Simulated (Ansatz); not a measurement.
input.yaml (Ansatz 0.2.0):

```yaml
crystal:
  lattice:
    - [0.0, 3.102928459, 3.102928459]
    - [3.102928459, 0.0, 3.102928459]
    - [3.102928459, 3.102928459, 0.0]
  atoms:
    - { symbol: Mo, position: [0.0, 0.0, 0.0] }
    - { symbol: Sb, position: [0.25, 0.25, 0.25] }
basis:
  ecutwfc: 420
  ecutrho_ratio: 4
kpoints:
  mp_grid: { grid: [10, 10, 10] }
hamiltonian:
  xc: pbe
scf:
  occupations: { method: gaussian, width: 0.05 }
output:
  forces: true
  stress: true
  eigenvalues: true
  write_density: true
  write_potential: true
  elf: true
  volumetric_format: npy
```

Launched as:
```sh
ansatz run input.yaml --threads 2 --pin off --max-ram 2662MiB --backend cpu --events-out ev --progress --plain --runs-dir out
```

The cell came from substitution into a structure type; no database entry of this phase was matched, which doesn't show that none exists.

Problem. Before reading the output: what should come out?

Solution. Pressure -2.8 GPa, gap on the mesh zero (metallic) (PBE, scalar-relativistic).

Problem. About how long does the run take on 2 threads of Arm Neoverse V1, with other jobs on the host, and how much memory does it need?

Solution. About 3.2 s, with a peak of 0.38 GiB.

The output:

```
Pseudopotentials: kind: paw
Pseudopotential: Mo, paw, valence charge 14, recommended cutoff 420 eV (normal), Mo.paw.azcp
Pseudopotential: Sb, paw, valence charge 15, recommended cutoff 420 eV (normal), Sb.paw.azcp
Crystal: 2 atoms, lattice volume = 59.751 Å³
Basis set: ecut = 420 eV, 1211 PW (Γ), exchange–correlation on 60×60×60 points (8 copies of the dense FFT grid, shifted against one another)
Bands: 19, of which v1, the nominal top of the filled ones, is band 15 counted from 1 (14 counted from 0)
Symmetry: 24 space group operations
Space group: F-43m (ITA 216), of the structure as read, at distance tolerance 3.9e-5 Å
k-points: 47 of 1000 (time reversal used)
Initial density: superposition of atomic densities (neutral atoms: chi_scale 0, normalization atom), corrected by the library's trained network
Initial wavefunctions: pseudopotential atomic-orbital guess
Functional: x = pbe(κ = 0.804, μ = 0.21951), c = pbe(β = 0.06672)
```

SCF trace (energy estimate counted from the last row):
```tsv
iteration	ΔE (eV)	density residual (eV)
1	4.9e-04	1.30e-2
2	3.0e-05	1.38e-3
3	-2.5e-04	1.01e-3
4	5.0e-06	1.61e-4
5	0.000	1.98e-6
6	0.000	1.63e-7
7	0.000	1.81e-8
```

```
SCF 1 converged in 7 iterations: F = -11437.935146 eV  dr2 = 1.81e-8
SCF converged after 7 iterations
Free energy (F): -11437.935146 eV
E sigma→0 (E₀):  -11437.929025 eV
Entropy (-TS):   -0.012242 eV (-6.121 meV/atom)
Fermi energy:    9.093918 eV
--- Forces (eV/Å), atoms counted from 1 ---
  atom   1  Mo     0.00000000     0.00000000     0.00000000
  atom   2  Sb     0.00000000     0.00000000     0.00000000
--- Stress (GPa, compression-positive) ---
       -2.825984       0.000000       0.000000
        0.000000      -2.825984       0.000000
        0.000000       0.000000      -2.825984
  P = ⅓ Tr σ = -2.8260 GPa (-28.260 kbar)
```

No spin–orbit coupling, a notable omission for heavy elements. The cell is a metal with an odd number of electrons, and spin polarisation wasn't tried.
